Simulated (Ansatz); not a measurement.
NbCuN2 in space group R-3m (No. 166; Nb on 3b, Cu on 3a, N on 6c), r²SCAN (plane waves, PAW; program Ansatz). The conduction-band minimum lies at L, with 3 equivalent valleys. Second derivatives d²E/dk² of the lowest band at one valley (eV·Å²), along Cartesian directions:

```json
[
 {"direction": "[100]", "d²E/dk²": "20.00"},
 {"direction": "[010]", "d²E/dk²": "33.19"},
 {"direction": "[001]", "d²E/dk²": "23.22"},
 {"direction": "[110]", "d²E/dk²": "26.62"},
 {"direction": "[101]", "d²E/dk²": "21.62"},
 {"direction": "[011]", "d²E/dk²": "7.775"}
]
```

### Question
Find the principal effective masses, the density-of-states mass and the conductivity mass.

### Answer
Off-diagonal terms follow from H_xy = H[110] − (H_xx + H_yy)/2, and m*/mₑ = 7.620 eV·Å² over each eigenvalue: 0.15, 0.38, 1.1. One valley's DOS mass (m₁m₂m₃)^(1/3) = 0.40, conductivity mass 3/(Σ 1/mᵢ) = 0.30 mₑ.

### Question
What effective density of states Nc follows at 300 K for parabolic valleys?

### Answer
Nc = 2.509e19 × 3 × (0.40)^(3/2) ≈ 1.9e19 cm⁻³.

The start of the workflow was typed in or built on a structure type; neither database checked (COD, Materials Project) lists it. Its standing as an ambient phase is unchecked. The r²SCAN relaxation kept the symmetry of its start; its stability against distortions is not shown here. The workflow began spin-polarised and lost its moments. Spin–orbit coupling is left out wherever it is not named.

Potentials: the earlier of the program's two PAW sets.

Edges and masses are those of Kohn–Sham bands, whose gap is no quasiparticle gap.
